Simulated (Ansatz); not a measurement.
A generator proposed this cell of Cd4SeS3.

```cif
data_structure
_symmetry_space_group_name_H-M 'I-42m'
_symmetry_Int_Tables_number 121
_cell_length_a 5.7996
_cell_length_b 5.7996
_cell_length_c 11.5993
_cell_angle_alpha 90.000
_cell_angle_beta 90.000
_cell_angle_gamma 90.000
_cell_volume 390.15
loop_
_atom_site_label
_atom_site_type_symbol
_atom_site_symmetry_multiplicity
_atom_site_Wyckoff_symbol
_atom_site_fract_x
_atom_site_fract_y
_atom_site_fract_z
_atom_site_occupancy
Cd1 Cd 8 i 0.25000 0.75000 0.12500 1
Se1 Se 2 b 0.50000 0.50000 0.00000 1
S1 S 4 d 0.00000 0.50000 0.25000 1
S2 S 2 a 0.00000 0.00000 0.00000 1
```

Computed with DFT PBE, scalar-relativistic, plane waves, PAW in Ansatz 0.2.0. Cutoff 420 eV; k points 4×4×4 on the computed 8-atom cell (Γ-centred); Gaussian smearing, width 0.10 eV; no spin polarisation.

Formation energies are uncorrected and refer to the elements' standard structures at the same level.

Q: Estimate its pressure, forces and energy as it stands.

A: The pressure is 6.5 GPa (the mean over three directions, positive in compression), the largest force is 0.70 eV/Å, and the energy is −0.59 eV/atom against the elements. The shortest distance is 2.51 Å.

Q: Is it a good guess?

A: A fair one: relaxing gains about 0.06 eV/atom in 7 ionic steps and ends at −0.649 eV/atom on the finer mesh. The symmetry stays I-42m (No. 121). The volume per atom grows by 10.3 %, from 24.4 to 26.9 Å³. The shortest distance goes from 2.51 Å (Cd–S and Cd–Se) to 2.57 Å (Cd–S). Conventional cell: a = 5.993 Å, c = 11.978 Å. Cd is surrounded by 3 S at 2.57–2.58 Å and 1 Se at 2.66 Å; Se is surrounded by 4 Cd at 2.66 Å; around S on a site of symmetry -4 lie 4 Cd at 2.58 Å; 1 more site not described.

The last run used a 6×6×6 mesh for its 8-atom cell and Gaussian smearing of 0.02 eV. The reference forms of S and Se are held partly by dispersion forces, which this level lacks. The relaxation can't lower the symmetry of the start, and the grade says only how near the guess is to its own end. A later test with randomly moved atoms came back to the same energy, though modes that don't fit the test's cell weren't probed.
